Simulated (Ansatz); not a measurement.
Pt (fcc (Cu type)), relaxed with LDA (Ansatz, a first-principles code, plane waves, PAW): a = 3.894 Å, b = 3.894 Å, c = 3.894 Å, α = 90.00°, β = 90.00°, γ = 90.00°.

The same phase is relaxed and computed with PBE in the same code. What is the cell now?

a = 3.970 Å, b = 3.970 Å, c = 3.970 Å, α = 90.00°, β = 90.00°, γ = 90.00°.

All cells were relaxed under the symmetry of their starts (and spin orders); stability against distortions was not tested throughout. Named crystals with no word on spin ran without spin polarisation. Scalar-relativistic: spin–orbit coupling is off unless named, which matters more the heavier the elements.

Potentials: the earlier of the program's two PAW sets. The files were generated under PBE; for other functionals the program regenerates the frozen cores, and for LDA and PBEsol the local potential too.

Ansatz is a plane-wave DFT program.
